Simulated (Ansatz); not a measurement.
# LiGeBr₃ (Pm-3m) at 2 levels of theory

One geometry, relaxed with PBE; plane waves with PAW potentials in Ansatz, scalar-relativistic. No spin polarisation. Gaps are the least over mesh and band path; pressure is positive in compression.

```
Li Ge Br
1.0
     5.48664    0.00000    0.00000
     0.00000    5.48664    0.00000
     0.00000    0.00000    5.48664
Li Ge Br
1 1 3
Direct
  0.50000 0.50000 0.50000
  0.00000 0.00000 0.00000
  0.50000 0.00000 0.00000
  0.00000 0.50000 0.00000
  0.00000 0.00000 0.50000
```

```tsv
level	cutoff (eV)	k mesh	gap (eV)	pressure (GPa)
PBE	420	8×8×8	0.47	0.0
```

**Question.** What comes out on the same cell with PBEsol?

**Answer.**
```tsv
level	cutoff (eV)	k mesh	gap (eV)	pressure (GPa)
PBEsol	420	8×8×8	0.40	-1.4
```

Another cell of LiGeBr3 relaxed alike, in P4/mbm, lies 81 meV/atom lower, so this cell isn't the stable form at this level.

The structure comes from a generated guess; another structure or a mixture of phases may lie lower.
